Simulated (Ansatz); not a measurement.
# Relaxing a structure of NbP

The start is a randomly generated symmetric cell of NbP (space group No. 221). Cell shape, volume and atoms are optimised at zero target pressure with PBEsol (plane waves to 420 eV, PAW, scalar-relativistic; Ansatz, a quantum-chemistry and plane-wave program). The first steps use a coarse 5×5×5 k-mesh.

Starting cell:
```
CELL_PARAMETERS angstrom
      4.64490     0.00000     0.00000
      0.00000     4.64490     0.00000
      0.00000     0.00000     4.64490
ATOMIC_POSITIONS crystal
  Nb 0.50000 0.00000 0.00000
  Nb 0.00000 0.50000 0.00000
  Nb 0.00000 0.00000 0.50000
  P  0.00000 0.50000 0.50000
  P  0.50000 0.00000 0.50000
  P  0.50000 0.50000 0.00000
```

Q: How large is the pressure on the unrelaxed cell, and of which sign?

A: +23 GPa (positive: the cell is compressed).

Q: By how much does the energy per atom fall from start to end?

A: 0.15 eV/atom.

Q: How does the volume change?

A: +13.3 %, from 16.70 to 18.93 Å³/atom.

Q: Write out the relaxed structure.

A: 
```cif
data_Nb3P3
_chemical_formula_sum 'Nb3 P3'
_space_group_name_H-M_alt 'Pm-3m'
_space_group_IT_number 221
_space_group_name_Hall '-P 4 2 3'
_cell_length_a 4.84297
_cell_length_b 4.84297
_cell_length_c 4.84297
_cell_angle_alpha 90.000
_cell_angle_beta 90.000
_cell_angle_gamma 90.000
loop_
_atom_site_label
_atom_site_type_symbol
_atom_site_symmetry_multiplicity
_atom_site_Wyckoff_symbol
_atom_site_fract_x
_atom_site_fract_y
_atom_site_fract_z
_atom_site_occupancy
Nb1 Nb 3 d 0.00000 0.00000 0.50000 1
P1 P 3 c 0.00000 0.50000 0.50000 1
```

The space group stays Pm-3m (No. 221) (the run could not lower it); the end is AFLOW prototype AB_cP6_221_c_d (as in NbO), with 6 atoms in the primitive cell. Final values are on a 10×10×10 k-mesh of the relaxed cell. No spin polarisation in the result. A magnetic state may lie lower.

The run could not lose the symmetry of its start, so the end can be a saddle point.

All atoms sit on sites fixed by symmetry, so only the cell could relax.

The relaxed structure here is a generated cell of NbP: the first start was made by a random draw of sites in a space group, and the end was not matched to a known phase here, so it may be hypothetical.
